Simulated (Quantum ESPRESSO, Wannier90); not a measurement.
# Wannier functions of BaTiO3 (cubic perovskite)

Structure: Materials Project mp-2998, symmetrised, not relaxed again. COD (Crystallography Open Database) records the formula in this space group. Ideal cubic forms of this type are often high-temperature phases that distort on cooling; symmetry holds the cell here, and its stability was not tested. Computed values, not measurements, from PBEsol: Quantum ESPRESSO (norm-conserving PseudoDojo potentials, cutoff 68 Ry, no spin polarisation, no spin-orbit coupling) on a Γ-centred 8×8×8 mesh, then Wannier90. Density: 8×8×8 mesh, cold smearing 0.01 Ry. Spin-orbit coupling is left out although heavy elements are present.

```
begin unit_cell_cart
ang
    4.0076800000    0.0000000000    0.0000000000
    0.0000000000    4.0076800000    0.0000000000
    0.0000000000    0.0000000000    4.0076800000
end unit_cell_cart
mp_grid = 8 8 8
```

Neighbour vectors b of the finite-difference formula (Å⁻¹), by shell:

```
shell       b_x       b_y       b_z
-----  --------  --------  --------
1       0.00000   0.00000   0.19597
1       0.00000   0.19597   0.00000
1       0.19597   0.00000   0.00000
1       0.00000   0.00000  -0.19597
1       0.00000  -0.19597   0.00000
1      -0.19597   0.00000   0.00000
```

Task: Find the weights w_b from the completeness condition Σ_b w_b b_α b_β = δ_αβ.

Result: Shell 1: Σ b_x² = 0.077, Σ b_y² = 0.077, Σ b_z² = 0.077 Å⁻²
Each of the three diagonal sums, weighted, has to give 1 and the off-diagonal ones 0, which holds for w_1 = 13.0 Å². Check on xx: 13.02×0.077 = 1.00.

On this mesh the 12 functions of bands 6-8,12-20 (valence bands; start: SCDM (isolated), conv_tol = 1.0e-6) end with spreads 0.9227, 0.9227, 0.9227, 1.3227, 1.3223, 1.3221, 1.3220, 1.3226, 1.3218, 1.3765, 1.3771, 1.3763 Å², Ω_I = 13.4988 Å² and Ω_D = 0.0016 Å².

Ω_total is the sum of the spreads, 14.832 Å². Ω_OD = Ω_total − Ω_I − Ω_D = 1.331 Å². Only (Ω_D + Ω_OD)/Ω_total = 9.0 % depends on the gauge, and another start could lower the total by that share at most. The rms radius is √(Ω_total/12) = 1.11 Å.
